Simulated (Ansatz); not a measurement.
An Ansatz (a program for electronic structure) run. Input:

Ansatz 0.2 input:
```yaml
crystal:
  lattice:
    - [0.0, 3.3282232562, 3.3282232562]
    - [3.3282232562, 0.0, 3.3282232562]
    - [3.3282232562, 3.3282232562, 0.0]
  atoms:
    - { symbol: Sn, position: [0.5, 0.5, 0.5] }
    - { symbol: Sn, position: [0.75, 0.75, 0.75] }
kpoints:
  mp_grid: { grid: [8, 8, 8] }
  band_path:
    path:
      - [[0.0, 0.0, 0.0], [0.5, 0.0, 0.5], [0.625, 0.25, 0.625]]  # Γ-X-U
      - [[0.375, 0.375, 0.75], [0.0, 0.0, 0.0], [0.5, 0.5, 0.5], [0.5, 0.25, 0.75], [0.5, 0.0, 0.5]]  # K-Γ-L-W-X
    npoints: 12
basis: { xc_grid: 2 }
hamiltonian:
  xc: pbe
  pseudopotentials: { azcp: { folder: ./paw }, kind: paw_fr }
magnetization: { noncollinear: true, spin_orbit: true }
scf:
  n_extra_bands: 12
  convergence: { dr2_threshold: 0.0000000001 }
  occupations: { method: gaussian, width: 0.05 }
output: { eigenvalues: true }
```

Output (shortened):

```
Pseudopotential: Sn, paw, valence charge 14
Functional definition: PBE
non-collinear run that drives no moment, with spin-orbit …
Crystal: 2 atoms, lattice volume = 73.734 Å³
Basis set: ecut = 420 eV, 1459 PW (Γ), exchange–correlation on 64×64×64 points (8 copies of the dense FFT grid, shifted against one another)
Bands: 40, of which v1, the nominal top of the filled ones, is band 28 counted from 1 (27 counted from 0)
Symmetry: 48 space group operations + 48 with time reversal
k-points: 29 of 512
Projection manifold: j_resolved (fully-relativistic pseudo-atomic orbitals)
SCF iter   1: F=—  HF=-12052.897190 eV  |F-HF|=—  |Δ(HF+E_count)|=         —  Δρ=1.89e-2  dr2=2.80e-1  dr2_m=0.00e0 (ungated)  ethr=3.10e-3  |M|=0.00e0 ∫|m|=0.00e0 μB  |m|>n=0.0e0 m-floor=0.0e0 τ_xc=0.0e0  β_m=0.30  ⟨swp⟩=8.2  Hψ=3179  notcnv=0  defer=22
preconditioner: auto → none
SCF iter   2: F=—  HF=-12052.881583 eV  |F-HF|=—  |Δ(HF+E_count)|=   1.56e-2  Δρ=1.32e-2  dr2=1.35e-1  dr2_m=0.00e0 (ungated)  ethr=1.00e-3  |M|=0.00e0 ∫|m|=0.00e0 μB  |m|>n=0.0e0 m-floor=0.0e0 τ_xc=0.0e0  β_m=0.64  ⟨swp⟩=1.1  Hψ=699  notcnv=0  defer=64
SCF iter   3: F=—  HF=-12052.875838 eV  |F-HF|=—  |Δ(HF+E_count)|=   5.74e-3  Δρ=1.62e-3  dr2=1.44e-3  dr2_m=0.00e0 (ungated)  ethr=4.82e-4  |M|=0.00e0 ∫|m|=0.00e0 μB  |m|>n=0.0e0 m-floor=0.0e0 τ_xc=0.0e0  β_m=0.82  ⟨swp⟩=3.0  Hψ=995  notcnv=0  defer=132
SCF iter   4: F=—  HF=-12052.875326 eV  |F-HF|=—  |Δ(HF+E_count)|=   5.12e-4  Δρ=2.87e-4  dr2=6.48e-5  dr2_m=0.00e0 (ungated)  ethr=5.16e-6  |M|=0.00e0 ∫|m|=0.00e0 μB  |m|>n=0.0e0 m-floor=0.0e0 τ_xc=0.0e0  β_m=0.81  ⟨swp⟩=2.0  Hψ=904  notcnv=0  defer=162
SCF iter   5: F=—  HF=-12052.875324 eV  |F-HF|=—  |Δ(HF+E_count)|=   1.74e-6  Δρ=6.82e-5  dr2=3.83e-6  dr2_m=0.00e0 (ungated)  ethr=2.31e-7  |M|=0.00e0 ∫|m|=0.00e0 μB  |m|>n=0.0e0 m-floor=0.0e0 τ_xc=0.0e0  β_m=0.73  ⟨swp⟩=2.0  Hψ=889  notcnv=0  defer=162
SCF iter   6: F=—  HF=-12052.875326 eV  |F-HF|=—  |Δ(HF+E_count)|=   1.82e-6  Δρ=8.59e-6  dr2=8.07e-8  dr2_m=0.00e0 (ungated)  ethr=1.37e-8  |M|=0.00e0 ∫|m|=0.00e0 μB  |m|>n=0.0e0 m-floor=0.0e0 τ_xc=0.0e0  β_m=0.82  ⟨swp⟩=2.0  Hψ=904  notcnv=0  defer=162
SCF iter   7: F=—  HF=-12052.875350 eV  |F-HF|=—  |Δ(HF+E_count)|=   2.43e-5  Δρ=1.19e-6  dr2=1.86e-9  dr2_m=0.00e0 (ungated)  ethr=2.88e-10  |M|=0.00e0 ∫|m|=0.00e0 μB  |m|>n=0.0e0 m-floor=0.0e0 τ_xc=0.0e0  β_m=0.91  ⟨swp⟩=2.0  Hψ=615  notcnv=0  defer=162
SCF iter   8: F=-12052.875350 eV  HF=-12052.875350 eV  |F-HF|=3.09e-11  |Δ(HF+E_count)|=   4.87e-9  Δρ=8.85e-8  dr2=7.18e-12  dr2_m=0.00e0 (ungated)  ethr=1.00e-12  |M|=0.00e0 ∫|m|=0.00e0 μB  |m|>n=0.0e0 m-floor=0.0e0 τ_xc=0.0e0  ⟨swp⟩=10.6  Hψ=2429  notcnv=0
SCF 1 converged in 8 iterations: F = -12052.875350 eV  dr2 = 7.18e-12
NSCF: frozen V_eff on 74 k-points
SCF converged after 8 iterations
Magnetization: |M| = 0.0000 μB,  M = (+0.0000, +0.0000, +0.0000) μB
Absolute magnetization: 0.0000 μB (∫|m|)
  site 0: m = (+0.0000, +0.0000, +0.0000) μB, |m| = 0.0000 μB  (R = 1.19 Å)
  site 1: m = (+0.0000, +0.0000, +0.0000) μB, |m| = 0.0000 μB  (R = 1.19 Å)
Free energy (F): -12052.875350 eV
Harris-Foulkes:  -12052.875350 eV  (|F-HF|=3.09e-11)
Internal energy: -12052.874893 eV  (E = F + TS)
E sigma→0 (E₀):  -12052.875121 eV
Entropy (-TS):   -0.000457 eV (-0.229 meV/atom)
Fermi energy:    6.900903 eV
--- Per-component energies (eV) ---
  E_band       = -268.625116
  E_kinetic    = 334.855683
  E_local      = -2712.228344  (includes V_loc(G=0)·N_el)
  E_nonlocal   = 290.565223
  E_hartree    = 1313.075855
  E_xc         = -250.408777
  E_vxc        = -158.774750  (∫ρ·V_xc dr)
  E_paw        = -8744.735026  (= ΣΔE_a)
  E_vpaw       = -649.195207  (= ΣTr[D̂ρ^β])
  E_aug_tail   = 0.000591  (compensation charges beyond the density's cutoff)
  E_ewald      = -2284.000099
  E_smearing   = -0.000457  (= −TS)
  E_closure    =  0.000000  (closes the sum)
  Σ components = -12052.875350   (vs F -12052.875350, Δ=0.00e0)
  [band-id]    e_kinetic+e_local+e_nonlocal+2·e_hartree+e_vxc+e_vpaw+e_augmentation_tail = -268.625093   (vs E_band -268.625116, Δ=2.24e-5)
--- Band table (eV; the first three rows and the last of 29) ---
  k-point 0: bands = ["-15.1020", "-15.1020", "-15.1020", "-15.1020", "-15.0210", "-15.0210", "-15.0210", "-15.0210", "-14.1758", "-14.1758", "-14.0045", "-14.0045", "-14.0045", "-14.0045", "-13.9661", "-13.9661", "-13.9661", "-13.9661", "-13.8622", …
  k-point 1: bands = ["-15.1034", "-15.1034", "-15.0989", "-15.0989", "-15.0240", "-15.0240", "-15.0190", "-15.0190", "-14.1688", "-14.1688", "-14.0207", "-14.0207", "-14.0146", "-14.0146", "-13.9552", "-13.9552", "-13.9527", "-13.9527", "-13.8659", …
  k-point 2: bands = ["-15.1066", "-15.1066", "-15.0904", "-15.0904", "-15.0323", "-15.0323", "-15.0146", "-15.0146", "-14.1501", "-14.1501", "-14.0475", "-14.0475", "-14.0302", "-14.0302", "-13.9378", "-13.9378", "-13.9334", "-13.9334", "-13.8760", …
  k-point 28: bands = ["-15.1075", "-15.1075", "-15.0769", "-15.0769", "-15.0486", "-15.0486", "-15.0065", "-15.0065", "-14.1138", "-14.1138", "-14.0699", "-14.0699", "-14.0163", "-14.0163", "-14.0025", "-14.0025", "-13.9061", "-13.9061", "-13.8600", …
```

Cost: roughly 40 core-seconds on shared cores.

Space group Fd-3m (diamond). This is a known low-temperature phase of the composition, computed here at zero pressure and temperature. The PBE relaxation kept the symmetry of its start; its stability against distortions is not shown here.

Potentials: the earlier of the program's two PAW sets.

Ansatz is a plane-wave DFT program.
